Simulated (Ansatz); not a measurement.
Here is the system:

Relaxed ScIr (CsCl type):

```xyz
4
Lattice="6.3241 0.0000 0.0000 0.0000 3.1621 0.0000 0.0000 0.0000 3.1621" Properties=species:S:1:pos:R:3 pbc="T T T"
Sc     1.5810     1.5810     1.5810
Sc     4.7431     1.5810     1.5810
Ir     0.0000     0.0000     0.0000
Ir     3.1621     0.0000     0.0000
```

The atoms are displaced by Q × the pattern below (from a DFPT mode at X = (0.5, 0.0, 0.0), largest move 1; Q in Å), at fixed cell. (q is in reciprocal vectors of the primitive cell; the cell shown is doubled to hold the pattern.)

```
atom       x      y      z
----  ------  -----  -----
Sc1    1.000  0.000  0.000
Sc2   -1.000  0.000  0.000
```

Atoms not listed stay in place.

Calculation: LDA (plane waves to 420 eV, PAW, scalar-relativistic; Ansatz, a first-principles code). k mesh 8×15×15 (Γ-centred), Fermi-Dirac smearing 0.05 eV. Energies are smeared free energies. With partly filled bands, energies and forces of such displacements shift with the k mesh and the smearing. ScIr is run without spin polarisation. ScIr was relaxed with its symmetry unable to fall. Spin-orbit coupling is left out, though Ir is heavy. The zero of ΔE is the undisplaced structure.

The scan covers Q from -0.280 to 0.280 Å in 13 points.

### Question
Which space group does the distorted structure have?

### Answer
P4/mmm (No. 123), lowered from Pm-3m.

### Question
What is the energy change at Q = 0.280 Å?

### Answer
1626 meV/cell.

### Question
What harmonic wavenumber does the curvature at Q = 0 give?

### Answer
365 cm⁻¹.

(A displaced cell: forces are minus the slopes of the energy, force constants its curvatures, and phonons follow from these.)
